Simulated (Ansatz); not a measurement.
ZnCu (CsCl type)

```xyz
4
Lattice="5.9276 0.0000 0.0000 2.9638 2.9638 0.0000 2.9638 0.0000 2.9638" Properties=species:S:1:pos:R:3 pbc="T T T"
Zn     0.0000     0.0000     0.0000
Zn     2.9638     0.0000     0.0000
Cu     7.4096     1.4819     1.4819
Cu     4.4457     1.4819     1.4819
```

A phonon eigenvector at R = (0.5, 0.5, 0.5) is frozen into this cell: atom i moves by Q times the vector below, so Q is the largest atomic displacement, in Å. The cell is held. It is one choice among 3 degenerate patterns. (q is in reciprocal vectors of the primitive cell; the cell shown is doubled to hold the pattern.)

```
atom      x      y       z
----  -----  -----  ------
Zn1   0.000  0.000   1.000
Zn2   0.000  0.000  -1.000
```

Atoms not listed stay in place.

The numbers are results of PBE (plane waves to 420 eV, PAW, scalar-relativistic; Ansatz, a first-principles code), not measurements. k mesh 16×16×16 (Γ-centred), Fermi-Dirac smearing 0.05 eV. Energies are smeared free energies. With partly filled bands, energies and forces of such displacements shift with the k mesh and the smearing. ZnCu is run without spin polarisation. ZnCu was relaxed with its symmetry unable to fall. The zero of ΔE is the undisplaced structure. The last digit holds for this mesh only.

```json
[
 {"Q (Å)": "-0.1000", "ΔE (meV/cell)": "withheld"},
 {"Q (Å)": "-0.0833", "ΔE (meV/cell)": "42.7"},
 {"Q (Å)": "-0.0667", "ΔE (meV/cell)": "27.2"},
 {"Q (Å)": "-0.0500", "ΔE (meV/cell)": "15.3"},
 {"Q (Å)": "-0.0333", "ΔE (meV/cell)": "6.8"},
 {"Q (Å)": "-0.0167", "ΔE (meV/cell)": "1.7"},
 {"Q (Å)": "0.0000", "ΔE (meV/cell)": "0.0"},
 {"Q (Å)": "0.0167", "ΔE (meV/cell)": "1.7"},
 {"Q (Å)": "0.0333", "ΔE (meV/cell)": "6.8"},
 {"Q (Å)": "0.0500", "ΔE (meV/cell)": "15.3"},
 {"Q (Å)": "0.0667", "ΔE (meV/cell)": "27.2"},
 {"Q (Å)": "0.0833", "ΔE (meV/cell)": "42.7"},
 {"Q (Å)": "0.1000", "ΔE (meV/cell)": "withheld"}
]
```

Fit an even polynomial form (powers 2, 4) to the given rows and predict ΔE at Q = -0.1000.

Least squares on the 11 given rows: ΔE = (6083)·Q² + (9829)·Q⁴, in meV/cell with Q in Å; root-mean-square residual 0.03 meV/cell. At -0.1000 the fit gives 61.8 meV/cell; the calculation gives 61.8 meV/cell, the same to the digits shown. The quadratic term alone would give 60.8 meV/cell.

(For displaced atoms, the force is minus the slope of the energy, and its curvature is a force constant, which sets phonon frequencies.)
